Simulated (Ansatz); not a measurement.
BN:
```xyz
2
Lattice="1.2440 0.7182 3.2260 -1.2440 0.7182 3.2260 0.0000 -1.4364 3.2260" Properties=species:S:1:pos:R:3 pbc="T T T"
B      0.0000     0.0000     9.6755
N      0.0000     0.0000     3.2198
```

Relaxed with LDA. Special points in fractions of this cell's reciprocal vectors: Γ (0.000, 0.000, 0.000); T (0.500, 0.500, 0.500); H2 (0.800, 0.200, 0.500); H0 (0.500, -0.200, 0.200); L (0.500, 0.000, 0.000); S0 (0.350, -0.350, 0.000); S2 (0.650, 0.000, 0.350); F (0.500, 0.000, 0.500).

Question: List the band energies nearest the valence-band maximum at these points for LDA in the plane-wave PAW code Ansatz.

Answer: In eV from the valence-band maximum; about four levels below and three above (degenerate sets whole), none deeper than 8.9 eV; … stands for higher levels left out; points with the same levels are listed once.

| k | below | above |
|---|---|---|
| Γ | -4.11 -1.34 -1.34 | 5.08 … |
| T | -6.60 -1.37 -1.37 | 10.34 … |
| H2 | -8.11 -6.88 -0.60 | 4.70 12.19 … |
| L | -4.17 -0.62 | 5.17 10.08 … |
| S0 | -8.13 -7.06 -0.24 | 4.45 12.15 … |
| F | -8.88 -4.25 -1.38 | 3.95 9.97 … |

Space group R3m. The first step of the workflow began from a Materials Project structure, measured or hypothetical; the Crystallography Open Database copy checked does not list it. It is not the phase usual at ambient conditions (space group No. 186, 194, 216). Symmetry was held in the LDA relaxation; whether a distortion lowers the energy is not shown. A crystal of weakly bound layers computed without a dispersion correction: the cell and the soft elastic constants depend strongly on that.

Potentials: the earlier of the program's two PAW sets. The files were generated under PBE; for other functionals the program regenerates the frozen cores, and for LDA and PBEsol the local potential too.
